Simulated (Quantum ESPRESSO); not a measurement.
**Kohn-Sham bands of AlAs (zinc blende)**

```xyz
2
Lattice="0.0000 2.8379 2.8379 2.8379 0.0000 2.8379 2.8379 2.8379 0.0000" Properties=species:S:1:pos:R:3 pbc="T T T"
Al     0.0000     0.0000     0.0000
As     1.4189     1.4189     1.4189
```

Materials Project entry mp-2172; symmetrised, unrelaxed at this level. COD (Crystallography Open Database) has an entry of this formula and space group (matched by these alone). Level: PBEsol, no spin polarisation, no spin-orbit coupling; pw.x of Quantum ESPRESSO at 68 Ry with PseudoDojo potentials, 10×10×10 k-points, Wannier90. Density: 10×10×10 mesh, cold smearing 0.01 Ry. Spin-orbit coupling, left out, would split the p-like bands by a few tenths of an eV.

Energies are relative to the valence-band maximum; weights are on the orthonormalised atomic waves of the pseudopotential files, averaged over the group. 18 electrons a cell are treated as valence.

Into which isolated groups do the bands fall, where do they lie and what are they made of?


| bands | from (eV) | to (eV) | filling | weight on atomic waves |
|---|---|---|---|---|
| 1–5 | -34.52 | -34.50 | filled | As 3d 100 % |
| 6 | -11.85 | -9.88 | filled | As 4s 64 %, Al 3p 24 %, Al 3s 10 % |
| 7–9 | -5.56 | 0.00 | filled | As 4p 64 %, Al 3p 22 %, Al 3s 11 % |

The Kohn-Sham gap over both meshes and the path is 1.34 eV.
